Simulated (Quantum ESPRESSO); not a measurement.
Band energies of SnP

```xyz
2
Lattice="-1.9203 1.9203 3.0350 1.9203 -1.9203 3.0350 1.9203 1.9203 -3.0350" Properties=species:S:1:pos:R:3 pbc="T T T"
P      0.0000     0.0000     3.4684
Sn     0.0000     0.0000     0.0037
```

PBEsol (pw.x of Quantum ESPRESSO, ONCV potentials, scalar-relativistic); path ΓXYSΓZS1NPY1Z,XP; energies in eV from the Fermi level.

```
k (1/Å)  point  band 6  band 7  band 8  band 9  band 10  band 11  band 12  band 13
-------  -----  ------  ------  ------  ------  -------  -------  -------  -------
0.00         Γ  -13.09   -2.03   -1.51   -1.51    -1.03     3.78     4.64     4.64
0.32            -12.75   -3.99   -2.10   -1.58     0.92     3.18     3.77     4.03
0.63            -11.77   -5.45   -3.14   -2.76    -0.77     2.61     4.28     5.07
0.95            -10.42   -6.10   -4.71   -3.85    -2.62     1.91     5.74     7.76
1.16         X   -9.94   -5.97   -5.69   -4.00    -2.86     1.78     6.22     8.50
1.27             -9.93   -6.04   -5.92   -3.54    -2.97     1.98     6.28     8.39
1.62         Y   -9.96   -7.40   -5.25   -4.25    -0.13     3.47     5.12     6.79
1.74            -10.07   -7.56   -4.96   -4.33     0.77     2.96     5.20     6.23
2.11         S  -10.33   -7.87   -5.19   -2.23    -0.36     4.30     4.54     5.98
2.42            -10.97   -7.70   -4.16   -0.99     1.24     2.34     3.11     4.56
2.74            -12.19   -5.91   -2.58   -0.74     1.50     2.58     2.88     4.09
3.05            -12.94   -3.49   -1.36   -1.30    -0.23     3.53     4.29     4.62
3.26         Γ  -13.09   -2.03   -1.51   -1.51    -1.03     3.78     4.64     4.64
3.46            -12.95   -2.99   -1.71   -1.71    -0.20     2.72     4.70     4.94
3.77            -12.24   -4.82   -2.44   -2.44    -1.48     3.59     3.88     6.12
4.08            -11.15   -6.57   -3.06   -3.02    -3.02     2.90     6.79     7.44
4.29         Z  -10.75   -7.13   -3.35   -3.14    -3.14     2.76     7.79     7.85
4.41            -10.71   -7.14   -4.11   -3.08    -2.39     2.97     7.33     7.62
4.78        S1  -10.33   -7.87   -5.19   -2.23    -0.36     4.30     4.54     5.98
5.19            -10.72   -8.38   -3.06   -1.13     1.13     1.88     2.31     3.96
5.39         N  -10.82   -8.48   -1.98   -0.78     0.59     1.80     2.10     2.84
5.50            -10.79   -8.44   -2.03   -1.12     0.66     1.19     2.47     3.52
5.80            -10.40   -7.87   -3.58   -2.82    -0.68     1.55     4.82     5.62
6.11             -9.88   -6.76   -5.05   -4.89    -0.56     2.41     4.57     4.65
6.21         P   -9.82   -6.56   -5.17   -5.17    -0.53     2.53     4.49     4.49
6.41             -9.89   -6.75   -5.49   -4.20    -1.24     3.00     3.85     5.84
6.81             -9.93   -7.28   -5.41   -3.93    -0.88     3.42     5.48     6.94
6.91        Y1   -9.96   -7.40   -5.25   -4.25    -0.13     3.47     5.12     6.79
7.08            -10.18   -7.46   -4.72   -4.66     1.19     2.78     5.49     5.71
7.34            -10.58   -7.20   -4.62   -3.67    -1.02     3.62     5.55     7.12
7.60         Z  -10.75   -7.13   -3.35   -3.14    -3.14     2.76     7.79     7.85
7.60         X   -9.94   -5.97   -5.69   -4.00    -2.86     1.78     6.22     8.50
7.77             -9.91   -5.96   -5.88   -4.20    -2.35     2.15     5.16     7.60
8.12         P   -9.82   -6.56   -5.17   -5.17    -0.53     2.53     4.49     4.49
```

A metal at this level: along this path band 10 crosses the Fermi level.

Spin-orbit splittings are left out.

Geometry of the Materials Project entry, not relaxed at this level.

The structure is a Materials Project entry; no match was found in the copy of COD used, and its stability was not checked.
